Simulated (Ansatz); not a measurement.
**B, a database entry at a rescaled volume**

```
B
1.0
     2.78706    1.60911    4.01089
    -2.78706    1.60911    4.01089
     0.00000   -3.21822    4.01089
B
15
Direct
  0.50000 0.50000 0.50000
  0.80390 0.31610 0.80390
  0.80390 0.80390 0.31610
  0.31610 0.80390 0.80390
  0.19610 0.68390 0.19610
  0.68390 0.19610 0.19610
  0.19610 0.19610 0.68390
  0.00600 0.32950 0.00600
  0.00600 0.00600 0.32950
  0.32950 0.00600 0.00600
  0.99400 0.67050 0.99400
  0.67050 0.99400 0.99400
  0.99400 0.99400 0.67050
  0.61920 0.61920 0.61920
  0.38080 0.38080 0.38080
```

Single point in Ansatz 0.2.0 with r2SCAN, no spin polarisation. Cutoff 500 eV, PAW datasets, 6×6×6 Γ-centred k mesh, fermi-dirac filling (width 0.1 eV).

Task: Which atom feels the largest force, and which way?

Result: The largest is on B15 (and as large on other atoms): 5.17 eV/Å, components (0.00, 0.00, -5.17). It makes 180° with the line to a nearest neighbour, B1 at 1.43 Å, pointing away from it.

Task: What does the stress say?

Result: The pressure is 24.2 GPa (compression positive), so with the atoms held at these fractions the cell would first expand; the forces are large, so a full relaxation may end otherwise.

Task: What happens at the Fermi level?

Result: It is a metal, with about 4.8 states/eV a cell as the mean within 0.25 eV of the Fermi level, mostly B p (92 %).

Origin: a database entry at a rescaled volume. Caveats: forces this large suggest misplaced atoms in the database entry; atoms or cell far from equilibrium.
